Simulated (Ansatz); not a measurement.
Mg: from a starting cell to a relaxed one

The start is a generated cell, Mg placed in the beta-Sn structure type. Cell shape, volume and atoms are optimised at zero target pressure with PBEsol (plane waves to 420 eV, PAW, scalar-relativistic; Ansatz, a quantum-chemistry and plane-wave program). The first steps use a coarse 12×12×12 k-mesh.

The start:
```yaml
crystal:
  lattice:
    - [-2.81812, 2.81812, 1.53760]
    - [2.81812, -2.81812, 1.53760]
    - [2.81812, 2.81812, -1.53760]
  atoms:
    - { symbol: Mg, position: [0.75000, 0.25000, 0.50000] }
    - { symbol: Mg, position: [0.00000, 0.00000, 0.00000] }
```

Task: How much energy is released per atom?

Result: 0.01 eV/atom.

Task: How does the volume per atom move from start to end?

Result: +2.9 %, from 24.42 to 25.13 Å³/atom.

Task: How do the shortest distances between atoms change?

Result: The closest pairs of elements (up to four, under 3.6 Å), start → end: Mg–Mg 2.92 → 2.99 Å.

Task: What band gap does the relaxed structure have at this level?

Result: Zero (metallic).

Task: Write out the relaxed structure.

Result: 
```cif
data_Mg4
_chemical_formula_sum 'Mg4'
_space_group_name_H-M_alt 'I41/amd :1'
_space_group_IT_number 141
_space_group_name_Hall 'I 4bw 2bw -1bw'
_cell_length_a 5.77882
_cell_length_b 5.77882
_cell_length_c 3.00992
_cell_angle_alpha 90.000
_cell_angle_beta 90.000
_cell_angle_gamma 90.000
loop_
_atom_site_label
_atom_site_type_symbol
_atom_site_symmetry_multiplicity
_atom_site_Wyckoff_symbol
_atom_site_fract_x
_atom_site_fract_y
_atom_site_fract_z
_atom_site_occupancy
Mg1 Mg 4 a 0.00000 0.00000 0.00000 1
```
(The calculation used a cell of 2 atoms; values per cell refer to that cell.)

The space group stays I4₁/amd (No. 141) (the run could not lower it); the end is AFLOW prototype A_tI4_141_a (A5, as in Sn), with 2 atoms in the primitive cell. Final values are on a 17×17×17 k-mesh of the relaxed cell. No spin polarisation in the result.

The run could not lose the symmetry of its start: the end is stationary, and may be a saddle point rather than a minimum.

All atoms sit on sites fixed by symmetry, so only the cell could relax.

The relaxed structure here is a generated cell of Mg: the first start was made by placing the elements on the sites of a structure type, and the end was not matched to a known phase here, so it may be hypothetical. Known forms of Mg include space group No. 194.
